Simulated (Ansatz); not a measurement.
Consider the following.

InP:
```xyz
8
Lattice="4.1732 0.0000 0.0000 -2.0866 3.6141 0.0000 0.0000 0.0000 13.6659" Properties=species:S:1:pos:R:3 pbc="T T T"
In     2.0866     1.2047     0.0001
P      2.0866     1.2047     2.5650
In     0.0000     0.0000     3.4180
P      0.0000     0.0000     5.9745
In     0.0000     2.4094     6.8331
P      0.0000     2.4094     9.3979
In     0.0000     0.0000    10.2509
P      0.0000     0.0000    12.8074
```

This is the r²SCAN-relaxed structure. Tensor components refer to the Cartesian frame of this cell.

**Question.** All from r²SCAN in the plane-wave PAW code Ansatz, unless another level is named. Give the hole effective mass, band 2 of 2 at the edge.

**Answer.** 0.073 along x, 1.00 along z (mₑ).

**Question.** And the hole effective mass with spin–orbit coupling?

**Answer.** 0.15, 0.15, 1.0 mₑ (principal values).

**Question.** What about the HSE06 gap on the r²SCAN cell?

**Answer.** 1.39 eV.

**Question.** Next, the valence-band maximum?

**Answer.** at Γ.

Space group P6_3mc. The start of the workflow was typed in or built on a structure type; the Crystallography Open Database copy checked does not list it. It is not the phase usual at ambient conditions (space group No. 216). The cell was relaxed with r²SCAN under the symmetry of its start; whether a distortion lowers the energy is not shown. Spin–orbit coupling is left out wherever it is not named.

Potentials: the earlier of the program's two PAW sets.
